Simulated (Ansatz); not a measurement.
## Phonons of RbGdO₂ (NaFeO2-type structure)

The computed numbers are results of PBEsol, scalar-relativistic (collinear spin) in the plane-wave PAW code Ansatz at 420 eV, Gaussian smearing of 0.05 eV. The datasets are Ansatz's generated set soft_2.

```
Rb Gd O
1.0
     1.75904    1.01558    6.45388
    -1.75904    1.01558    6.45388
     0.00000   -2.03117    6.45388
Rb Gd O
1 1 2
Direct
  0.50000 0.50000 0.50000
  0.00000 0.00000 0.00000
  0.27381 0.27381 0.27381
  0.72619 0.72619 0.72619
```

The start was a prototype's sites filled with these elements; the Crystallography Open Database holds the compound in this structure.

Moments typed, the run going on from the state of an earlier one (μB, in the order of the atoms): 0.0, 7.47, 0.0, 0.0.

The spin moment ends at 7.00 μB for each cell as shown.

Force constants come from finite displacements in a 2×2×2 supercell (the unit cell's 8×8×8 k-mesh, folded to it); the long-range dipole term is included. Points in reciprocal vectors of this cell: Γ = (0.000, 0.000, 0.000), T = (0.500, 0.500, 0.500), H2 = (0.817, 0.183, 0.500), H0 = (0.500, -0.183, 0.183), L = (0.500, 0.000, 0.000), S0 = (0.342, -0.342, 0.000), S2 = (0.658, 0.000, 0.342), F = (0.500, 0.000, 0.500).

Is the structure dynamically stable along this path, and where does the spectrum end?

Yes: no branch is imaginary beyond numerical noise. The highest frequency is 483 cm⁻¹, between F and Γ. Points that don't fit the supercell are interpolated. At Γ the polar modes depend on the direction of approach; the table gives the limit along the path's first leg.

Frequencies at the named points (cm⁻¹, imaginary ones negative):
```tsv
point	ω (cm⁻¹)
Γ	0 0 0 67 67 167 213 213 330 330 452 458
T	42 42 57 57 94 135 218 218 327 327 455 456
H2	86 92 99 117 158 169 283 291 295 356 367 397
H0	86 92 99 117 158 169 283 291 295 356 367 397
L	73 98 105 108 120 194 265 304 307 308 341 467
S0	86 93 100 116 160 167 282 293 294 360 365 395
S2	86 93 100 116 160 167 282 293 294 360 365 395
F	72 78 99 109 132 194 261 273 312 316 334 478
```

What does the harmonic approximation give for the vibrational free energy, entropy and heat capacity?

Zero-point energy 41.2 meV/atom.
| T (K) | F_vib (meV/atom) | S (J/K per mole of atoms) | C_V (J/K per mole of atoms) |
| --- | --- | --- | --- |
| 100 | 37.3 | 9.8 | 12.8 |
| 200 | 20.9 | 21.2 | 19.7 |
| 300 | -5.7 | 29.8 | 22.2 |
| 400 | -40.1 | 36.3 | 23.3 |
| 500 | -80.6 | 41.6 | 23.9 |
| 600 | -126.0 | 46.0 | 24.2 |
| 700 | -175.7 | 49.7 | 24.4 |
| 800 | -228.9 | 53.0 | 24.5 |
| 900 | -285.4 | 55.9 | 24.6 |
| 1000 | -344.7 | 58.5 | 24.7 |

The highest mode, 483 cm⁻¹, is worth 700 K. At 300 K the heat capacity has reached 89 % of the classical limit 3R = 24.9 J/K per mole of atoms, since the stiffer modes are still partly frozen out.

It ran for 18 min on 4 threads of Arm Neoverse V1, on a shared host, peak memory 6.3 GiB.

 Spin–orbit coupling, which matters for such heavy elements, is left out. Site moments are of spin, integrated over atomic spheres. Only parallel moments were tried, so the real magnetic order may be another.
